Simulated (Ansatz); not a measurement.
SrPdF$_{4}$:
```
CELL_PARAMETERS angstrom
     -2.91143     2.91143     5.28572
      2.91143    -2.91143     5.28572
      2.91143     2.91143    -5.28572
ATOMIC_POSITIONS crystal
  Sr 0.25000 0.25000 0.00000
  Sr 0.75000 0.75000 0.00000
  Pd 0.50000 0.00000 0.50000
  Pd 0.00000 0.50000 0.50000
  F  0.46339 0.96339 0.16190
  F  0.53661 0.03661 0.83810
  F  0.96339 0.80149 0.50000
  F  0.03661 0.19851 0.50000
  F  0.80149 0.30149 0.83810
  F  0.19851 0.69851 0.16190
  F  0.30149 0.46339 0.50000
  F  0.69851 0.53661 0.50000
```

DFT-PBEsol in the program Ansatz with PAW potentials gives a gap of 1.26 eV without spin–orbit coupling, maximum at X, minimum at X.

Question: What happens when spin–orbit coupling is switched on?

Answer: The gap drops by 0.02 eV, to 1.24 eV; maximum at X, minimum at X.

Question: Give the electron effective mass with spin–orbit coupling.

Answer: 1.0, 2.0, 3.7 mₑ (principal values).

Question: Give the hole effective mass with spin–orbit coupling.

Answer: 4.4 mₑ (isotropic).

Space group I4/mcm. The first step of the workflow began from a Materials Project structure, measured or hypothetical; the Crystallography Open Database copy checked does not list it. Its standing as an ambient phase is unchecked. Symmetry was held in the PBEsol relaxation; its stability against distortions is not shown here. The run is not spin-polarised.

Potentials: the later of the program's two PAW sets.
